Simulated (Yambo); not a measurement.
G0W0@PBEsol for BaO (rock salt, space group Fm-3m, No. 225) in Yambo. Reference settings: 4×4×4 Γ-centred k mesh, 98 bands and a 10 Ry block in the screening, 98 bands in G with the Bruneval-Gonze terminator, plasmon pole fitted at 27.2 eV. The PBEsol gap X → X on this mesh is 1.84 eV; G0W0 gaps are taken between the same points.

With and without the terminator, as bands are cut:

| bands in G (in W) | gap, terminator (eV) | gap, none (eV) | valence shift, terminator (eV) | valence shift, none (eV) |
|---|---|---|---|---|
| 34 (98) | 3.201 | 2.751 | -0.849 | -0.074 |
| 61 (98) | 3.164 | 2.878 | -0.854 | -0.437 |
| 98 (98) | 3.135 | 2.979 | -0.827 | -0.625 |

Over this range the gap spans 0.066 eV with the terminator and 0.228 eV without, the valence shift 0.027 eV and 0.551 eV. Neither column has reached its limit for certain.

Geometry relaxed with PBEsol; primitive cell a = b = c = 3.8789 Å, α = β = γ = 60.00°.

A shift is the quasiparticle energy of the state minus its PBEsol energy.
